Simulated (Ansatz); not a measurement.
**What DFT gives for Zr2Sb3N**

```
N Zr Sb
1.0
     3.89206    0.00000    0.00000
     0.00000    3.89206    0.00000
     0.00000    0.00000    8.59041
N Zr Sb
1 2 3
Direct
  0.00000 0.00000 0.00000
  0.00000 0.50000 0.73650
  0.50000 0.00000 0.26350
  0.50000 0.50000 0.00000
  0.00000 0.50000 0.38350
  0.50000 0.00000 0.61650
```

Single point in Ansatz 0.2.0 with PBE, no spin polarisation. Cutoff 420 eV, PAW datasets, 7×7×3 Γ-centred k mesh, gaussian filling (width 0.0904 eV).

Question: Which element gives electrons and which takes them?

Answer: Bader charges in e: Zr +1.40, Sb -0.84 to +0.01, N -1.13. In the mean Zr gives up most and N takes most.

Question: Describe some of the short contacts.

Answer: N–Sb at 2.75 Å: least valence density 0.23 e/Å³ and ELF 0.28 there. Zr–Sb at 2.94 Å: least valence density 0.28 e/Å³ and ELF 0.39 there. N–Zr at 2.99 Å: least valence density 0.14 e/Å³ and ELF 0.13 there. Both are smooth PAW fields, read partly inside the augmentation spheres.

Question: Is there a gap?

Answer: It is a metal, with about 2.3 states/eV a cell as the mean within 0.25 eV of the Fermi level, mostly Zr d (44 %) and Sb p (35 %).

Question: Is it stable against the elements?

Answer: -0.12 eV an atom against the elements' usual phases (free molecules for gases, crystals otherwise, with no correction for O₂ or N₂), so it is bound against them; other compounds may still compete. Relaxing would lower it.

Origin: a known structure type with other elements, at an estimated volume, so it need not be a known compound. Caveats: many states at the Fermi level without spin polarisation, so a magnetic state may lie lower.
